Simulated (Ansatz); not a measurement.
Input file for Ansatz (an electronic-structure program):

Ansatz 0.2 input:
```yaml
crystal:
  lattice:
    - [1.9981119572, -4.9487523532, 0.0]
    - [1.9981119572, 4.9487523532, 0.0]
    - [0.0, 0.0, 3.6618279924]
  atoms:
    - { symbol: Sc, position: [0.1391445905, 0.8608554095, 0.75] }
    - { symbol: Sc, position: [0.8608554095, 0.1391445905, 0.25] }
    - { symbol: Si, position: [0.4192240718, 0.5807759282, 0.75] }
    - { symbol: Si, position: [0.5807759282, 0.4192240718, 0.25] }
kpoints:
  mp_grid: { grid: [11, 11, 11] }
hamiltonian:
  xc: r2scan
  pseudopotentials: { azcp: { folder: ./paw }, kind: paw }
scf:
  occupations: { method: gaussian, width: 0.05 }
checkpoint: { read: metal.run }
output: { write_density: true, elf: true, volumetric_format: npy }
basis: { fft_grid_basis: typed }
```

Output (shortened):

```
Pseudopotentials: kind: paw
Pseudopotential: Sc, paw, valence charge 11
Pseudopotential: Si, paw, valence charge 4
Functional definition: r2SCAN
Crystal: 4 atoms, lattice volume = 72.417 Å³
Basis set: ecut = 500 eV, 1853 PW (Γ), exchange–correlation on 160×160×108 points (64 copies of the dense FFT grid, shifted against one another)
Bands: 23, of which v1, the nominal top of the filled ones, is band 15 counted from 1 (14 counted from 0)
Symmetry: 8 space group operations
Space group: Cmcm (ITA 63), of the structure as read, at distance tolerance 4.2e-5 Å
k-points: 216 of 1331
PAW frozen core: Sc, regenerated for the run's functional
PAW frozen core: Si, regenerated for the run's functional
Initial density: read from a saved state, or passed on in memory by an earlier SCF of this step, an earlier step, the calling program or the single point that …
Stability of the state it starts from, as read at its close in the unpolarized treatment …
Initial wavefunctions: pseudopotential atomic-orbital guess
Eigensolver: davidson
Functional: x = r2scan, c = r2scan; τ floored in thin density (d = 2e-4 eV/Å³)
iter 1 solved again at ethr=1.23e-7 eV; its pass at ethr=3.10e-3 eV (dr2=3.68e-5 eV) is discarded
SCF iter   1: F=—  HF=-5562.808513 eV  |F-HF|=—  |Δ(HF+E_count)|=         —  Δρ=5.73e-7  dr2=2.61e-10  dr2_τ=7.05e-12  ethr=1.23e-7  ⟨swp⟩=3.0  Hψ=37330  notcnv=0
all-band conjugate gradients solve this SCF's bands
preconditioner: auto → Kerker (q_TF=auto, 2.356 Å⁻¹)
SCF iter   2: F=-5562.808513 eV  HF=-5562.808513 eV  |F-HF|=3.64e-12  |Δ(HF+E_count)|=   2.45e-8  Δρ=2.15e-7  dr2=3.25e-11  dr2_τ=2.34e-12  ethr=1.00e-12  ⟨swp⟩=6.1  Hψ=19061  notcnv=0
SCF 1 converged in 2 iterations: F = -5562.808513 eV  dr2 = 3.25e-11
SCF converged after 2 iterations
Free energy (F): -5562.808513 eV
Harris-Foulkes:  -5562.808513 eV  (|F-HF|=3.64e-12)
Internal energy: -5562.807105 eV  (E = F + TS)
E sigma→0 (E₀):  -5562.807809 eV
Entropy (-TS):   -0.001408 eV (-0.352 meV/atom)
Fermi energy:    10.438541 eV
--- Per-component energies (eV) ---
  E_band       = -300.093636
  E_kinetic    = 500.199395
  E_local      = -1720.713985  (includes V_loc(G=0)·N_el)
  E_nonlocal   = 327.011853
  E_hartree    = 636.190239
  E_xc         = -271.533612
  E_vxc        = -334.462175  (∫ρ·V_xc dr)
  E_paw        = -3035.505389  (= ΣΔE_a)
  E_vpaw       = -363.442716  (= ΣTr[D̂ρ^β])
  E_aug_tail   = 0.000062  (compensation charges beyond the density's cutoff)
  E_vtau       = 18.933383  (kinetic-family band-sum trace: ∫τ·v_τ [+ j·A + Jᵃ·Aᵃ] dr)
  E_ewald      = -1997.825820
  E_core_change = -0.629849  (= ΣΔE_core)
  E_smearing   = -0.001408  (= −TS)
  E_closure    =  0.000000  (closes the sum)
  Σ components = -5562.808513   (vs F -5562.808513, Δ=0.00e0)
  [band-id]    e_kinetic+e_local+e_nonlocal+2·e_hartree+e_vxc+e_vpaw+e_augmentation_tail+e_vtau = -300.093705   (vs E_band -300.093636, Δ=-6.89e-5)
--- Band table (eV; the first three rows and the last of 216) ---
  k-point 0: bands = ["-40.9752", "-40.9383", "-18.7456", "-18.6626", "-18.6283", "-18.6246", "-18.5312", "-18.5286", "-1.2096", "4.1426", "6.9103", "7.9466", "8.6869", "9.2406", "10.5113", "11.1299", "11.9841", "12.4686", "12.4822", "13.0523", "13.5001", "13.9800", "14.7790"]
  k-point 1: bands = ["-40.9740", "-40.9386", "-18.7407", "-18.6612", "-18.6292", "-18.6282", "-18.5372", "-18.5349", "-1.1128", "4.1766", "6.9794", "7.7555", "7.9562", "9.9941", "10.4569", "10.7536", "11.8842", "12.4961", "12.7682", "12.9931", "13.5308", "14.1848", "15.0401"]
  k-point 2: bands = ["-40.9708", "-40.9397", "-18.7266", "-18.6571", "-18.6413", "-18.6281", "-18.5607", "-18.5458", "-0.8249", "4.1926", "6.6837", "7.1761", "7.9874", "10.1126", "10.2168", "10.5771", "11.7781", "12.5564", "12.9119", "13.1323", "13.6193", "14.7676", "14.8291"]
  k-point 215: bands = ["-40.9520", "-40.9513", "-18.7485", "-18.7429", "-18.6425", "-18.6298", "-18.5472", "-18.5418", "1.4407", "2.3296", "5.4386", "6.2549", "8.6968", "8.9933", "10.1763", "10.5531", "11.7953", "12.2111", "12.6597", "12.9726", "13.8935", "14.0575", "16.0518"]
  band table: 23 of 23 bands, residual norms ≤ 1.0e-3 eV
```

Cost: roughly 23 core-seconds on shared cores.

The first step of the workflow began from a Materials Project structure, measured or hypothetical; the Crystallography Open Database copy checked does not list it. Its standing as an ambient phase is unchecked. Symmetry was held in the r²SCAN relaxation; whether a distortion lowers the energy is not shown. The run is not spin-polarised.

Potentials: the earlier of the program's two PAW sets.

Ansatz is a plane-wave DFT program.
